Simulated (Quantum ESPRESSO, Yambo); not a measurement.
**G0W0 results for RbMo₂AlO₈**

Space group P-3m1 (No. 164); a = b = 5.654 Å, c = 7.476 Å, α = β = 90.00°, γ = 120.00°

| atom | site | symmetry | x | y | z |
|---|---|---|---|---|---|
| O | 6i | .m. | 0.1577 | 0.3154 | 0.3495 |
| O | 2d | 3m. | 0.3333 | 0.6667 | 0.0409 |
| Al | 1b | -3m. | 0.0000 | 0.0000 | 0.5000 |
| Rb | 1a | -3m. | 0.0000 | 0.0000 | 0.0000 |
| Mo | 2d | 3m. | 0.3333 | 0.6667 | 0.2750 |

The geometry is that of Materials Project entry mp-1209248, symmetrised and not relaxed again.

Starting point: norm-conserving PBEsol (Quantum ESPRESSO, 84 Ry, no spin-orbit coupling). G0W0 in Yambo: 3×3×2 Γ-centred k mesh, bands 3 to 230 and a 6 Ry block in the screening, 230 bands in G with the Bruneval-Gonze terminator, plasmon pole fitted at 27.2 eV.

| Quantity | Result |
|---|---|
| PBEsol gap along the band path | 3.68 eV |
| PBEsol gap between the mesh's edge points (Γ → Γ) | 3.68 eV |
| G0W0 gap between the same points | 6.34 eV |

| k point | band | E PBEsol (eV) | E QP (eV) | shift (eV) | Z |
|---|---|---|---|---|---|
| Γ | VB | 0.00 | -0.82 | -0.82 | 0.78 |
| Γ | CB | 3.68 | 5.52 | 1.85 | 0.81 |
| A | VB | 0.00 | -0.82 | -0.82 | 0.78 |
| A | CB | 3.78 | 5.65 | 1.87 | 0.81 |
| K | VB | -0.33 | -1.22 | -0.89 | 0.78 |
| K | CB | 3.84 | 5.71 | 1.87 | 0.81 |
| H | VB | -0.35 | -1.25 | -0.89 | 0.78 |
| H | CB | 3.94 | 5.80 | 1.86 | 0.81 |

Energies count from the PBEsol valence-band maximum.

Nearest settings tried, and what they do to the gap: 154 bands in W, 154 bands in G: +52 meV; 2 Ry block (73 vectors against 365): +428 meV. Not varied: mesh. So the settings aren't converged at that level.

Spin-orbit splittings are left out.

The structure is a Materials Project entry; no match was found in the copy of COD used, and its stability was not checked.
